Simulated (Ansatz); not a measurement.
As:
```
As
1.0
    1.89124     1.09191     3.36662
   -1.89124     1.09191     3.36662
    0.00000    -2.18381     3.36662
As
2
Direct
  0.23020   0.23020   0.23020
  0.76980   0.76980   0.76980
```

Relaxed with the program Ansatz at the PBEsol level (PAW). Indices refer to the conventional cell of R-3m, a = b = 3.7825 Å, c = 10.0999 Å, α = β = 90.00°, γ = 120.00°.

Problem. Simulate the powder diffraction pattern (Co Kα, λ = 1.79026 Å; lines above 1 %) up to 2θ = 90°.

Solution. Simulated powder pattern, Co Kα, λ = 1.79026 Å (kinematic, ideal powder, no thermal factors, no anomalous dispersion; the 30 strongest lines at most, above 1 %, up to 2θ = 90°):

```tsv
2θ (°)	d (Å)	I/Imax (%)	hkl
30.84	3.367	8.3	(0003)
33.39	3.116	2.3	(1 0 -1 1)
38.02	2.748	100	(0 1 -1 2)
53.18	2.000	32	(1 0 -1 4)
56.50	1.891	34	(1 1 -2 0)
62.75	1.719	8.5	(0 1 -1 5)
64.25	1.683	4.2	(0006)
65.76	1.649	5.8	(1 1 -2 3)
70.14	1.558	17	(2 0 -2 2)
81.30	1.374	9.6	(0 2 -2 4)
85.36	1.320	6.5	(1 0 -1 7)
89.43	1.272	3.5	(2 0 -2 5)
```

The cell was relaxed with PBEsol under the symmetry of its start.

Potentials: the earlier of the program's two PAW sets.
